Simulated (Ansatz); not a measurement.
Independent-particle absorption of MgO$_{2}$ (R-3m, a = 3.157 Å, b = 3.157 Å, c = 10.386 Å, α = 90.00°, β = 90.00°, γ = 120.00°), no local fields or excitons, 0.1 eV broadening. All numbers below come from DFT r2SCAN, scalar-relativistic, plane waves, PAW (Ansatz 0.2.0).

Settings: cutoff 500 eV, Γ-centred mesh 12×12×12 on the computed 3-atom cell, Gaussian smearing of 0.02 eV; no spin polarisation. The spectrum is summed on a 18×18×18 mesh.

```
CELL_PARAMETERS angstrom
1.57848 0.91134 3.46195
-1.57848 0.91134 3.46195
0.00000 -1.82267 3.46195
ATOMIC_POSITIONS crystal
Mg 0.00000 0.00000 0.00000
O 0.42912 0.42912 0.42912
O 0.57088 0.57088 0.57088
```

photon energy (eV), ε2,xx and a bar:
```
      0.0       0.00
      0.4       0.00
      0.8       0.00
      1.2       0.00
      1.6       0.00
      2.0       0.00
      2.4       0.00
      2.8       0.00
      3.2       0.20 #
      3.6       0.48 ####
      4.0       0.47 ####
      4.4       0.47 ####
      4.8       0.48 ####
      5.2       0.21 ##
      5.6       0.13 #
      6.0       0.19 #
      6.4       0.54 ####
      6.8       0.61 #####
      7.2       0.25 ##
      7.6       0.21 ##
      8.0       0.43 ###
      8.4       0.64 #####
      8.8       0.81 ######
      9.2       1.01 ########
      9.6       0.74 ######
     10.0       0.58 ####
     10.4       1.07 ########
     10.8       1.42 ###########
     11.2       1.82 ##############
     11.6       1.89 ##############
     12.0       2.11 ################
     12.4       1.77 #############
     12.8       2.02 ###############
     13.2       2.56 ###################
     13.6       3.95 ##############################
     14.0       3.02 #######################
```

The strongest peak lies near 13.6 eV. ε∞ (xx, yy, zz) = 2.6, 2.6, 3.9.

Cost: 1 run of about 1.3 core-minutes, on Intel Xeon 6975P-C (Granite Rapids) (shared hosts).